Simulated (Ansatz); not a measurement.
**K in Bi₂Te₃**

Method: Ansatz, DFT PBE+D3(BJ), scalar-relativistic, plane waves, PAW.

Settings: cutoff 420 eV, Γ-centred mesh 12×12×12 on the computed 5-atom cell, Gaussian smearing of 0.01 eV; no spin polarisation for the host; each changed cell takes a mesh and smearing chosen by its own gap and starts from the host's moments or customary ones, or runs without spin. Cells and atoms are relaxed to the nearest stationary point that keeps the symmetry of their start (forces under 0.02 to 0.04 eV/Å, stress under 0.1 to 0.2 GPa); energies are at zero smearing, without zero-point or thermal terms.

Relaxed host (gap on the mesh 0.27 eV):

```xyz
5
Lattice="2.1922 1.2657 10.1191 -2.1922 1.2657 10.1191 0.0000 -2.5313 10.1191" Properties=species:S:1:pos:R:3 pbc="T T T"
Bi    0.0000    0.0000   12.1441
Bi    0.0000    0.0000   18.2130
Te    0.0000    0.0000    0.0000
Te    0.0000    0.0000    6.3614
Te    0.0000    0.0000   23.9958
```

Cases: (1) 1 K in a 1×1×1 repeat of the cell, at (0.500 0.500 0.500) in fractions of that repeat, 2.85 Å from the nearest atom of the relaxed host; (2) 1 K in a 1×1×1 repeat of the cell, at (0.306 0.306 0.306) in fractions of that repeat, 2.67 Å from the nearest atom of the relaxed host.

The table gives the energy per K taken from K metal (negative: uptake is favourable), the mean voltage, the swelling and the final surroundings.

| case | formula | energy per K (eV) | mean voltage (V) | ΔV (%) | principal strains (%) | nearest host atoms of the first K | gap (eV) |
| --- | --- | --- | --- | --- | --- | --- | --- |
| 1 | KBi2Te3 | -1.22 | 1.22 | +27.9 | +13.1 +6.4 +6.4 | 8 (BiTe) from 3.57 Å | 0 |
| 2 | KBi2Te3 | -0.37 | 0.37 | +30.4 | +19.5 +4.5 +4.5 | 6 (BiTe) from 3.45 Å | 0 |

Each ion keeps what symmetry its start has, so a lower place off a symmetric site can be missed, above all for H.

Voltages count 1 electron per K and hold for the ions inside the host, not for its break-up into other phases.

Relaxed structure of case 1, the lowest per ion:

Space group R-3m:H (No. 166). a = 4.663 Å, b = 4.663 Å, c = 34.328 Å, α = 90.00°, β = 90.00°, γ = 120.00°
```csv
atom,site,symmetry,x,y,z
Bi,6c,3m,0.6667,0.3333,0.7189
Te,3a,-3m,0.0000,0.0000,0.0000
Te,6c,3m,0.3333,0.6667,0.9015
K,3b,-3m,0.6667,0.3333,0.8333
```

Spin-orbit coupling is left out. In KBi2Te3 a bond of the host changes by more than 0.6 Å or the volume by a third: the framework has rearranged or swollen or shrunk strongly, and the figure may no longer describe a topotactic step.

Cost: 3 runs of about 4.2 core-minutes in all, on AMD EPYC 9R45 (Zen 5) (shared hosts).